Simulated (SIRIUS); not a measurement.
Set-up for a self-consistent single point of Zn₃CdS₄ (P-42m, 8 atoms in the cell; from Materials Project mp-981379, changed as shown).

```
CELL_PARAMETERS angstrom
      5.51101     0.00000     0.00000
      0.00000     5.51101     0.00000
      0.00000     0.00000     5.56612
ATOMIC_POSITIONS crystal
  Zn 0.00000 0.50000 0.50000
  Zn 0.50000 0.00000 0.50000
  Zn 0.50000 0.50000 0.00000
  Cd 0.00000 0.00000 0.00000
  S  0.26268 0.26268 0.26268
  S  0.26268 0.73732 0.73732
  S  0.73732 0.73732 0.26268
  S  0.73732 0.26268 0.73732
```

All values come from this method and carry its errors: LDA (PW92), GBRV LDA ultrasoft pseudopotentials (plane waves; SIRIUS).

SIRIUS settings:

| key | value |
|---|---|
| parameters.ngridk | 4 4 4 |
| parameters.xc_functionals | [XC_LDA_X, XC_LDA_C_PW] |
| parameters.gk_cutoff | 6.325 1/bohr |
| parameters.pw_cutoff | 14.143 1/bohr |
| parameters.smearing | gaussian |
| parameters.smearing_width | 0.0001 Ha |
| potentials | GBRV LDA ultrasoft pseudopotentials |
| parameters.electronic_structure_method | pseudopotential |
| parameters.num_bands | 58 |
| parameters.num_mag_dims | 0 |
| parameters.num_dft_iter | 100 |
| parameters.energy_tol | 1e-07 Ha |
| parameters.density_tol | 1e-06 |
| mixer.type | anderson |
| mixer.beta | 0.5 |
| mixer.use_hartree | false |

Results:

| Property | Result |
|---|---|
| Number of valence electrons | 96 |
| Number of bands | 58 |
| Number of k-points after the program's reduction | 18 |
| Number of plane waves (most at a k-point) | 4913 |
| Number of SCF iterations | 31 |
| FFT grid | 50 × 50 × 50 |
| Free energy E − TS | -21702.1740 eV |
| Gap on the k-point mesh | 1.47 eV |
| Pressure | -4.47 GPa |
| Largest force (vector length) | 0.049 eV/Å |

Forces (eV/Å):
```
atom      Fx      Fy      Fz
----  ------  ------  ------
Zn1    0.000   0.000   0.000
Zn2    0.000   0.000   0.000
Zn3    0.000   0.000   0.000
Cd4    0.000   0.000   0.000
S5    -0.027  -0.027  -0.031
S6    -0.027   0.027   0.031
S7     0.027   0.027  -0.031
S8     0.027  -0.027   0.031
```

Stress (GPa, positive for compression):
```
-4.34   0.00   0.00
 0.00  -4.34   0.00
 0.00   0.00  -4.74
```

Gaps are taken between levels on the mesh.

For comparison: a first run was changed to give this one (lattice vector c scaled by 1.01), and from it to this one the free energy rises by 5.5 meV/atom, the pressure goes from -3.85 to -4.47 GPa, the largest force goes from 0.043 to 0.049 eV/Å and the gap on the mesh goes from 1.514 to 1.466 eV.

The structure comes from a collection of computed structures, made at another level of theory; the collection holds predicted forms beside known ones.

Cost on one core: roughly 5 core-minutes.
